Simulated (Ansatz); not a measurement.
Os (fcc, Cu type)

```
Os
1.0
    0.00000     1.91027     1.91027
    1.91027     0.00000     1.91027
    1.91027     1.91027     0.00000
Os
1
Cartesian
  0.00000   0.00000   0.00000
```

Equation-of-state scan: isotropic scaling of the cell above, V₀ being its volume. Symmetry pins the atoms to their sites.

The numbers are results of PBEsol (plane waves to 420 eV, PAW, scalar-relativistic; Ansatz, a program for electronic structure), not measurements. k mesh 21×21×21 (Γ-centred), Fermi-Dirac smearing 0.05 eV. Stress and pressure are positive under compression. Os is run without spin polarisation. Os was relaxed with its symmetry unable to fall. Spin-orbit coupling is left out, though Os is heavy. This is one of several known forms of Os; the measured ambient cells at hand have space group No. 194.

At one point of the scan the stress tensor (GPa) is:

```
   26.5      0.0      0.0
    0.0     26.5      0.0
    0.0      0.0     26.5
```

### Question
Which point is it?
A. V/V₀ = 0.973
B. V/V₀ = 0.867
C. V/V₀ = 0.840
D. V/V₀ = 0.947

### Answer
D, V/V₀ = 0.947

(Under strain, the slope of the energy per volume gives the stress and its curvature an elastic modulus.)
